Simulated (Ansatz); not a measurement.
TaGe2:
```cif
data_Ge2Ta
_chemical_formula_sum 'Ta1 Ge2'
_space_group_name_H-M_alt 'P6/mmm'
_space_group_IT_number 191
_space_group_name_Hall '-P 6 2'
_cell_length_a 4.60869
_cell_length_b 4.60869
_cell_length_c 2.69166
_cell_angle_alpha 90.000
_cell_angle_beta 90.000
_cell_angle_gamma 120.000
loop_
_atom_site_label
_atom_site_type_symbol
_atom_site_symmetry_multiplicity
_atom_site_Wyckoff_symbol
_atom_site_fract_x
_atom_site_fract_y
_atom_site_fract_z
_atom_site_occupancy
Ta1 Ta 1 a 0.00000 0.00000 0.00000 1
Ge1 Ge 2 d 0.33333 0.66667 0.50000 1
```

Relaxed with PBEsol.

Question: Decompose the optical modes at the zone centre into irreducible representations, and say which are infrared and Raman allowed.

Answer: Point group 6/mmm: Γ_opt = A2u + B1g + E1u + E2g. Infrared: A2u, E1u. Raman: E2g.

Question: Assign frequencies (DFPT, the program Ansatz at the PBEsol level (PAW)).

Answer: A2u 68i, B1g 21, E1u 112, E2g 216 cm⁻¹.

Subscripts of B labels follow the axes of the standard setting.

The cell is a constructed one: a structure type filled with these elements; neither database checked (COD, Materials Project) lists it. COD files the formula under space group No. 180. Whether it is the stable phase at ambient conditions was not checked. The PBEsol relaxation kept the symmetry of its start. At this level the phase is dynamically unstable (imaginary phonons). No spin polarisation was allowed. As this level gives no gap, phonon frequencies hold no LO–TO term and depend on the k-mesh and smearing (Fermi–Dirac, 0.1 eV here). Spin–orbit coupling is left out wherever it is not named.

Potentials: the earlier of the program's two PAW sets. The files were generated under PBE; for other functionals the program regenerates the frozen cores, and for LDA and PBEsol the local potential too.
